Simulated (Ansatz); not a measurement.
An Ansatz input:

```yaml
crystal:
  lattice:
    - [2.4566962336, 0.0, 0.0]
    - [-1.2283481168, 2.1275613477, 0.0]
    - [0.0, 0.0, 4.4717384793]
  atoms:
    - { symbol: Cr, position: [0.3333333333, 0.6666666667, 0.25], spin: 1.5 }
    - { symbol: Cr, position: [0.6666666667, 0.3333333333, 0.75], spin: 1.5 }
hamiltonian:
  xc: r2scan
  pseudopotentials:
    kind: paw
    azcp:
      Cr: "pseudopotentials/Cr.paw.azcp"
basis:
  ecutwfc: 500
  fft_grid_basis: typed
kpoints:
  mp_grid: { grid: [16, 16, 8], shift: [0, 0, 0] }
magnetization:
  spin_polarized: true
scf:
  occupations: { method: fermi_dirac, width: 0.05 }
  lower_state_search: "off"
output:
  stress: true
```

Output

```
Engine: ansatz 0.2.0, x86_64-unknown-linux-gnu
Pseudopotentials: kind: paw
Pseudopotential: Cr, paw, valence charge 14, recommended cutoff 500 eV (meta_gga) 
Functional definition: r2SCAN
  parameter k0 = 0.174
  parameter k1 = 0.065
  parameter a1 = 4.9479
  exchange = r2scan_x(k0 = k0, k1 = k1, a1 = a1)
  correlation = r2scan_c
Crystal: 2 atoms, lattice volume = 23.373 Å³
Basis set: ecut = 500 eV, 599 PW (Γ), exchange–correlation on 72×72×144 points (64 copies of the dense FFT grid, shifted against one another)
Bands: 20, of which v1, the nominal top of the filled ones, is band 14 counted from 1 (13 counted from 0)
Symmetry: 24 space group operations
Space group: P63/mmc (ITA 194), of the structure as read, at distance tolerance 2.9e-5 Å
Magnetic group: BNS 194.263 (UNI 1493), of the structure as read, at distance tolerance 2.9e-5 Å
k-points: 150 of 2048
Non-local potential: Cr, projectors of the file, l = 0: 3, l = 1: 2, l = 2: 3, l = 3: 1
PAW form: soft (Blöchl's): semilocal exchange-correlation on the pseudo side does not see the compensation charge
PAW frozen core: Cr, regenerated for the run's functional (the file was generated under x = pbe(κ = 0.804, μ = 0.2195149727645171), c = pbe(β = 0.06672455060314922))
PAW one-centre angular grid: Cr, 590 points (default); XC on 160 Gauss nodes
Initial density: superposition of atomic densities (chi_scale 0.1, normalization cell)
Starting moments: Σ|m| = 3 μB on 2 of 2 sites
Initial wavefunctions: pseudopotential atomic-orbital guess
Functional: x = r2scan, c = r2scan; τ floored in thin density (d = 2e-4 eV/Å³)
SCF iter   1: F=-6758.774469 eV  HF=-6765.968015 eV  |F-HF|=7.19e0  |Δ(HF+E_count)|=         —  Δρ=1.89e-1 (↑1.89e-1 ↓5.61e-2)  dr2=9.87e0  dr2_τ=7.33e-2  dr2_m=1.39e0  M=1.608 μB ∫|m|=1.608 μB  β_m=0.30  ethr=3.10e-3  ⟨swp⟩=3.6  Hψ=22403  notcnv=0
SCF iter   2: F=-6762.726998 eV  HF=-6763.958548 eV  |F-HF|=1.23e0  |Δ(HF+E_count)|=    2.01e0  Δρ=1.03e-1 (↑1.03e-1 ↓3.43e-2)  dr2=2.68e0  dr2_τ=4.58e-2  dr2_m=5.57e-1  M=1.678 μB ∫|m|=1.680 μB  β_m=0.30  ethr=3.10e-3  ⟨swp⟩=2.1  Hψ=14616  notcnv=0  defer=190  κ⁻¹=1.0e0(r=1)
SCF iter   3: F=-6763.779485 eV  HF=-6763.713420 eV  |F-HF|=6.61e-2  |Δ(HF+E_count)|=   2.45e-1  Δρ=3.67e-2 (↑3.67e-2 ↓3.55e-2)  dr2=1.39e-1  dr2_τ=1.41e-2  dr2_m=2.19e-1  M=1.710 μB ∫|m|=1.712 μB  β_m=0.30  ethr=3.10e-3  ⟨swp⟩=2.2  Hψ=12905  notcnv=0  defer=181  κ⁻¹=2.0e-3(r=2)
SCF iter   4: F=-6763.811143 eV  HF=-6763.785794 eV  |F-HF|=2.53e-2  |Δ(HF+E_count)|=   7.24e-2  Δρ=3.48e-2 (↑1.91e-2 ↓3.48e-2)  dr2=5.82e-2  dr2_τ=5.82e-3  dr2_m=1.51e-1  M=1.601 μB ∫|m|=1.605 μB  β_m=0.30  ethr=4.98e-4  ⟨swp⟩=2.2  Hψ=14306  notcnv=0  defer=152  κ⁻¹=1.9e-4(r=3)
SCF iter   5: F=-6763.854904 eV  HF=-6763.808586 eV  |F-HF|=4.63e-2  |Δ(HF+E_count)|=   2.28e-2  Δρ=2.65e-2 (↑2.65e-2 ↓2.63e-2)  dr2=5.44e-4  dr2_τ=4.94e-3  dr2_m=1.49e-1  M=1.442 μB ∫|m|=1.447 μB  β_m=0.30  ethr=2.08e-4  ⟨swp⟩=2.5  Hψ=11442  notcnv=0  defer=150  κ⁻¹=5.1e-6(r=4)
...
iter 31 did not close the SCF: its close was put off for a magnetic moment that had not settled (scf_convergence_deferred on its scf_iter line)
SCF iter  31: F=-6763.972473 eV  HF=-6763.972473 eV  |F-HF|=1.20e-9  |Δ(HF+E_count)|=   5.58e-9  Δρ=4.89e-7 (↑4.89e-7 ↓4.36e-7)  dr2=1.04e-11  dr2_τ=1.24e-12  dr2_m=4.04e-11  M=0.000 μB ∫|m|=0.000 μB  β_m=1.20  ethr=1.00e-12  ⟨swp⟩=1.0  Hψ=17409  notcnv=0  κ⁻¹=3.7e-7(r=8)
SCF iter  32: F=-6763.972473 eV  HF=-6763.972473 eV  |F-HF|=4.52e-10  |Δ(HF+E_count)|=   1.13e-9  Δρ=3.24e-7 (↑3.24e-7 ↓3.03e-7)  dr2=6.29e-13  dr2_τ=4.97e-13  dr2_m=2.08e-11  M=0.000 μB ∫|m|=0.000 μB  ethr=1.00e-12  ⟨swp⟩=1.0  Hψ=16749  notcnv=0
WARN: the starting moments were not kept: the SCF closed with an absolute magnetisation of 1.0e-4 μB, where they sum to 3 μB in size (2 sites). That is at most 0.1 of that sum. Measured as dr2_m measures the in/out step, that magnetisation stands 5.9e-9 eV from none, at or under the dr2_threshold of 1.0e-7 eV: it is no larger than a step whose dr2_m would equal this threshold. The system may hold no moment; this SCF shows only that its start led to no more than that. To try another start: raise the starting moments (crystal.atoms[].spin, magnetization.per_species, magnetization.initial_magnetization, or on a non-collinear deck that types none of these the spinor_matrix: blocks that start its atoms; where the total moment is fixed, keep their sum and leave initial_magnetization as it is; typed ones take the place of any that the run laid by itself, positive ones on a crystal's lanthanoids without a Hubbard term where scf.initial_density.shell_occupations: [] is typed) or, if the notice of its spin-set hold's release reads "site moments contracting" or "site moments show no strong build", lengthen the hold (scf.mixing.spin_hold: { on: { confirm: 4 } }; for m-r²SCAN on two components see the key's manual first). Each may lead to a state that holds a moment. A second SCF, from the converged charge density, with the starting moments and any scf.initial_density.shell_occupations laid on it anew, would have followed, and was not run: the deck does not ask for one (magnetization.retry_lost_moments is false, the default). To let it run, set magnetization.retry_lost_moments: true and run the deck again, where that key's refused combinations let it; where memory then withholds it, that run's warning says so.
SCF 1 converged in 32 iterations: F = -6763.972473 eV  dr2 = 6.29e-13
this state was not tested for a lower state beside it, because the mixer in use, unlike msr1, does not test its closes by its own steps (another_mixer; see scf.mixing.algorithm and scf.lower_state_search)
SCF converged after 32 iterations
Magnetization: 0.0001 μB (14.0001 up, 13.9999 down)
Absolute magnetization: 0.0001 μB (∫|ρ↑−ρ↓|, with the PAW one-centre terms)
Spin contamination: 0.0000 ħ² per cell (⟨S²⟩ above its minimum at these occupations)
Per-site moments (μB) at R_I (Å): [(4.967826403215357e-5, 1.0133871963649657), (4.967826403231862e-5, 1.0133871963649657)]
Free energy (F): -6763.972473 eV
Harris-Foulkes:  -6763.972473 eV  (|F-HF|=4.52e-10)
Internal energy: -6763.950225 eV  (E = F + TS)
E sigma→0 (E₀):  -6763.961349 eV
Entropy (-TS):   -0.022248 eV (-11.124 meV/atom)
Fermi energy:    18.966157 eV
--- Per-component energies (eV) ---
  E_band       = -327.481325
  E_kinetic    = 688.103319
  E_local      = -2383.991210  (includes V_loc(G=0)·N_el)
  E_nonlocal   = 158.497705
  E_hartree    = 1040.251469
  E_xc         = -275.780221
  E_vxc        = -401.425237  (∫ρ·V_xc dr)
  E_paw        = -2405.027556  (= ΣΔE_a)
  E_vpaw       = -494.559419  (= ΣTr[D̂ρ^β])
  E_aug_tail   = 0.000484  (compensation charges beyond the density's cutoff)
  E_vtau       = 25.390079  (kinetic-family band-sum trace: ∫τ·v_τ [+ j·A + Jᵃ·Aᵃ] dr)
  E_ewald      = -3585.459561
  E_core_change = -0.544655  (= ΣΔE_core)
  E_smearing   = -0.022248  (= −TS)
  E_closure    = -0.000000  (closes the sum)
  Σ components = -6763.972473   (vs F -6763.972473, Δ=0.00e0)
--- Stress (GPa, compression-positive) ---
        0.008108      -0.000000       0.000000
       -0.000000       0.008108       0.000000
        0.000000       0.000000       0.294397
  P = ⅓ Tr σ = 0.1035 GPa (1.035 kbar)
```

Command:

```sh
ansatz run input.yaml --threads 1 --pin off --max-ram 3584MiB --backend cpu --events-out ev --progress --plain --runs-dir out
```

On 1 thread of Intel(R) Xeon(R) Platinum 8259CL CPU @ 2.50GHz (Skylake/Cascade Lake) (shared host) this took about 81 s of wall time and 81 s of CPU time.
